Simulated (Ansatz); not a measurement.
Zr5Sb3S:
```cif
data_S2Sb6Zr10
_chemical_formula_sum 'Zr10 Sb6 S2'
_space_group_name_H-M_alt 'P 1'
_space_group_IT_number 1
_cell_length_a 8.45689
_cell_length_b 8.45689
_cell_length_c 6.09777
_cell_angle_alpha 90.000
_cell_angle_beta 90.000
_cell_angle_gamma 120.000
loop_
_space_group_symop_operation_xyz
  'x, y, z'
loop_
_atom_site_label
_atom_site_type_symbol
_atom_site_fract_x
_atom_site_fract_y
_atom_site_fract_z
_atom_site_occupancy
Zr1 Zr 0.33333 0.66667 0.50000 1
Zr2 Zr 0.66667 0.33333 0.50000 1
Zr3 Zr 0.66667 0.33333 0.00000 1
Zr4 Zr 0.33333 0.66667 0.00000 1
Zr5 Zr 0.74989 0.00000 0.25000 1
Zr6 Zr 0.25011 0.00000 0.75000 1
Zr7 Zr 0.74989 0.74989 0.75000 1
Zr8 Zr 0.25011 0.25011 0.25000 1
Zr9 Zr 0.00000 0.74989 0.25000 1
Zr10 Zr 0.00000 0.25011 0.75000 1
Sb1 Sb 0.39828 0.00000 0.25000 1
Sb2 Sb 0.60172 0.00000 0.75000 1
Sb3 Sb 0.39828 0.39828 0.75000 1
Sb4 Sb 0.60172 0.60172 0.25000 1
Sb5 Sb 0.00000 0.39828 0.25000 1
Sb6 Sb 0.00000 0.60172 0.75000 1
S1 S 0.00000 0.00000 0.50000 1
S2 S 0.00000 0.00000 0.00000 1
```

Relaxed with r²SCAN.

Question: Which orbitals make up the states near the Fermi level in r²SCAN in the plane-wave PAW code Ansatz?

Answer: Within 0.5 eV of the Fermi level: Zr 4d 83 %, Sb 5p 7 %. Projections are on Löwdin-orthogonalised atomic valence shells; empty p or d shells of many metals are not among them.

Question: Tabulate the density of states.

Answer: States/eV per cell of 18 atoms, in 0.25 eV bins, energy from the Fermi level.

```
E (eV)  total  Zr 4d  Sb 5p  S 3p
------  -----  -----  -----  ----
-7.85    0.65   0.12   0.02  0.43
-7.60    2.11   0.40   0.06  1.42
-7.35    1.29   0.25   0.04  0.86
-7.10    1.19   0.24   0.07  0.74
-6.85    5.38   1.04   1.00  2.48
-6.60   10.61   2.02   1.67  5.29
-6.35    6.53   1.37   0.84  3.53
-6.10    7.11   1.65   0.83  3.89
-5.85    7.15   1.62   0.96  3.97
-5.60    4.76   1.13   1.97  0.86
-5.35    5.82   1.43   2.53  0.98
-5.10    9.57   2.35   4.99  0.86
-4.85   11.97   2.95   5.62  1.91
-4.60   10.49   2.91   5.21  1.16
-4.35    8.66   2.78   4.26  0.74
-4.10    8.58   3.05   4.18  0.68
-3.85   22.36   8.04  12.24  0.76
-3.60   14.53   4.47   8.46  0.65
-3.35    7.44   2.32   3.91  0.73
-3.10   12.56   4.54   6.39  0.86
-2.85    8.67   3.95   4.03  0.24
-2.60   14.61   7.50   5.96  0.50
-2.35    6.75   3.55   2.48  0.40
-2.10    2.49   1.43   0.73  0.20
-1.85    3.05   2.56   0.21  0.06
-1.60    7.19   6.29   0.27  0.10
-1.35   13.44  11.92   0.52  0.14
-1.10   13.35  11.68   0.70  0.14
-0.85    6.81   6.06   0.30  0.06
-0.60    7.98   6.84   0.47  0.14
-0.35    9.92   8.24   0.64  0.21
-0.10   12.05   9.94   0.76  0.21
0.15     6.98   5.85   0.50  0.12
0.40     8.41   6.79   0.72  0.14
0.65    10.14   8.43   0.72  0.12
0.90    14.27  11.95   0.85  0.16
1.15    19.23  16.24   0.86  0.23
1.40    19.61  16.22   1.05  0.36
1.65    16.96  13.44   1.20  0.39
1.90    17.77  13.81   1.36  0.31
2.15    21.09  16.23   1.26  0.42
2.40    21.18  16.58   1.26  0.46
2.65    22.51  17.03   1.62  0.39
2.90    26.37  20.16   1.88  0.39
3.15    20.84  15.12   1.83  0.37
3.40    18.74  13.10   2.25  0.46
3.65    12.62   7.79   2.10  0.38
```

Space group P6_3/mcm. The workflow started from a Materials Project entry (that database holds measured and hypothetical structures alike); the Crystallography Open Database copy checked does not list it. Whether it is the stable phase at ambient conditions was not checked. The cell was relaxed with r²SCAN under the symmetry of its start; whether a distortion lowers the energy is not shown. The run is not spin-polarised. Spin–orbit coupling is left out wherever it is not named.

Potentials: the earlier of the program's two PAW sets.
